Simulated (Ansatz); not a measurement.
The start is a generated cell, La2O3 built in the AFLOW prototype A2B3_tP10_127_g_ah (D5_a). A full variable-cell relaxation at zero pressure is run with r2SCAN (plane waves to 500 eV, PAW, scalar-relativistic; Ansatz, a first-principles code). The first steps use a 5×5×9 k-mesh.

Input geometry:
```
CELL_PARAMETERS angstrom
      6.77176     0.00000     0.00000
      0.00000     6.77176     0.00000
      0.00000     0.00000     3.59061
ATOMIC_POSITIONS crystal
  O  0.00000 0.00000 0.00000
  O  0.50000 0.50000 0.00000
  O  0.18210 0.68210 0.50000
  O  0.68210 0.81790 0.50000
  O  0.31790 0.18210 0.50000
  O  0.81790 0.31790 0.50000
  La 0.38410 0.88410 0.00000
  La 0.88410 0.61590 0.00000
  La 0.11590 0.38410 0.00000
  La 0.61590 0.11590 0.00000
```

Problem. How much energy is released per atom?

Solution. About 2.0 eV/atom.

Problem. How do the shortest distances between atoms change?

Solution. The closest pairs of elements (up to four, under 3.6 Å), start → end: La–La 2.22 → 3.42 Å; La–O 2.64 → 2.40 Å; O–O 3.06 → 2.68 Å.

Problem. What band gap does the relaxed structure have at this level?

Solution. 1.72 eV, direct within 0.03 eV (at Γ) (no spin-orbit coupling).

Problem. What does it relax into? Give the structure.

Solution. 
Space group P4/mbm (No. 127); a = b = 6.7362 Å, c = 3.4198 Å, α = β = γ = 90.00°

| atom | site | symmetry | x | y | z |
|---|---|---|---|---|---|
| O | 2a | 4/m.. | 0.0000 | 0.0000 | 0.0000 |
| O | 4h | m.2m | 0.1405 | 0.3595 | 0.5000 |
| La | 4g | m.2m | 0.3178 | 0.1822 | 0.0000 |

The space group stays P4/mbm (No. 127) (the run could not lower it), with 10 atoms in the primitive cell. Final values are on a 5×5×10 k-mesh of the relaxed cell. The start holds a very short contact (La–La 2.22 Å). No spin polarisation in the result.

The run could not lose the symmetry of its start, so the end can be a saddle point.

The relaxed structure here is a generated cell of La2O3: the first start was made by placing the elements on the sites of a structure type, and the end was not matched to a known phase here, so it may be hypothetical. Known forms of La2O3 include space group No. 164.
